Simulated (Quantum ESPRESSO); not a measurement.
```
CELL_PARAMETERS angstrom
      3.83526     0.00000     0.00000
     -1.91763     3.32143     0.00000
      0.00000     0.00000    14.40000
ATOMIC_POSITIONS crystal
  Ge 0.33333 0.66667 0.05364
  Te 0.00000 0.00000 0.94636
```

The layer was cut from Materials Project entry mp-938 and relaxed with LDA in a cell 14.4 Å high, with the Coulomb interaction truncated along z.

Task: What does norm-conserving LDA (Quantum ESPRESSO, 82 Ry, without SOC) give for the electronic structure near the Fermi level?

Result: The LDA gap is indirect, 1.59 eV, from Γ to 67 % of the way from Γ to M; the smallest direct gap is 2.07 eV. Spin-orbit coupling is left out, which matters for elements this heavy: edges can move by tenths of an eV.

This is a model layer cut from the bulk structure; whether it is stable on its own was not checked.
